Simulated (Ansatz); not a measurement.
InP:
```
CELL_PARAMETERS angstrom
      0.00000     2.93912     2.93912
      2.93912     0.00000     2.93912
      2.93912     2.93912     0.00000
ATOMIC_POSITIONS crystal
  P  0.75000 0.75000 0.75000
  In 0.00000 0.00000 0.00000
```

PBEsol in the plane-wave PAW code Ansatz gives a gap of 0.57 eV without spin–orbit coupling, maximum at Γ, minimum at Γ.

Q: What happens when spin–orbit coupling is switched on?

A: The gap falls by 0.03 eV, to 0.54 eV; maximum at Γ, minimum at Γ.

Q: How large is the spin–orbit splitting of the valence top at Γ?

A: The fourfold level lies 0.10 eV above the split-off pair.

Q: Give the electron effective mass with spin–orbit coupling.

A: 0.045 mₑ (isotropic).

Space group F-43m (zinc blende). The PBEsol relaxation kept the symmetry of its start.

Potentials: the later of the program's two PAW sets.
